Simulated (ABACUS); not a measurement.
Set-up for a self-consistent single point of TiO₂ (Cm, 6 atoms in the cell; from Materials Project mp-390, changed as shown).

```
CELL_PARAMETERS angstrom
     -1.93042     1.93042     4.90702
      1.93042    -1.93042     4.90702
      1.93042     1.93042    -4.90702
ATOMIC_POSITIONS crystal
  Ti 0.00000 0.00000 0.00000
  Ti 0.75000 0.25000 0.50000
  O  0.95715 0.44679 0.48964
  O  0.20715 0.20715 0.00000
  O  0.79285 0.79285 0.00000
  O  0.54285 0.04285 0.50000
```

Computed with PBE, PseudoDojo 0.5 standard norm-conserving PBE (tails mended) pseudopotentials (plane waves; ABACUS).

ABACUS settings:

- KPT: Gamma 6 6 6 0 0 0
- basis_type: pw
- dft_functional: PBE
- ecutwfc: 84 Ry
- smearing_method: fd
- smearing_sigma: 0.00146997 Ry
- potentials: PseudoDojo 0.5 standard norm-conserving PBE (tails mended)
- symmetry: 1
- symmetry_prec: 1e-05
- ks_solver: dav
- scf_nmax: 100
- scf_thr: 1.0e-09 Ry
- mixing_type: pulay
- mixing_beta: 0.4

Results:

```
Quantity                                                  Value
------------------------------------------------  -------------
Number of valence electrons                                  48
Number of bands                                              34
Number of k-points after the program's reduction             68
Number of plane waves (most at a k-point)                  6447
Number of SCF iterations                                     13
FFT grid                                           64 × 64 × 64
Free energy E − TS                                -5039.9432 eV
Top of the valence band (on the code's own zero)        6.40 eV
Gap on the k-point mesh                                 2.07 eV
Pressure                                              -8.83 GPa
Largest force (vector length)                        0.488 eV/Å
```

Forces (eV/Å):
| atom | Fx | Fy | Fz |
|---|---|---|---|
| Ti1 | 0.045 | 0.000 | 0.007 |
| Ti2 | -0.030 | 0.000 | -0.019 |
| O3 | 0.402 | 0.000 | -0.277 |
| O4 | -0.021 | 0.000 | -0.273 |
| O5 | -0.276 | 0.000 | 0.273 |
| O6 | -0.121 | 0.000 | 0.290 |

Stress (GPa, positive for compression):
```
-8.59   0.00   0.83
 0.00  -8.77   0.00
 0.83   0.00  -9.14
```

The gap is read on the k-point mesh of the run and can differ from the gap over the whole zone at this level.

For comparison: a first run was changed to give this one (atom 3 moved by -0.04 angstrom along x), and from it to this one the free energy rises by 1.3 meV/atom, the pressure goes from -8.94 to -8.83 GPa, the largest force goes from 0.282 to 0.488 eV/Å and the gap on the mesh moves little (2.065 to 2.067 eV).

The structure comes from a collection of computed structures, made at another level of theory; the collection holds predicted forms beside known ones. Its lattice was then scaled.

Cost on one core: around 5 core-minutes (rough).

“Tails mended”: in these copies of the files the far tail of each local potential was reset to the Coulomb form.
